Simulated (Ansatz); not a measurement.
According to the program Ansatz at the PBE level (PAW), RuW in the rock salt structure (Fm-3m) relaxes to a = 5.131 Å. Ru has 6 nearest neighbours from 2.57 Å (octahedral); W has 6 nearest neighbours from 2.57 Å (octahedral). Its formation energy from the elements is 0.97 eV/atom, with no fitted shifts.

Electronic character: metallic (no gap). Gap from PBE with spin–orbit coupling: none (metallic).

An equation-of-state fit gives a bulk modulus of 233 GPa.

The start of the workflow was typed in or built on a structure type; neither database checked (COD, Materials Project) lists it. Its standing as an ambient phase is unchecked. Symmetry was held in the PBE relaxation; whether a distortion lowers the energy is not shown. No spin polarisation was allowed. The volume moved by 15 % from the start of the relaxation. Its formation energy is positive at this level, so the cell may be metastable or incomplete. The references are the lowest solids computed at this level, not always the standard phases. Spin–orbit coupling is left out wherever it is not named.

Potentials: the earlier of the program's two PAW sets.
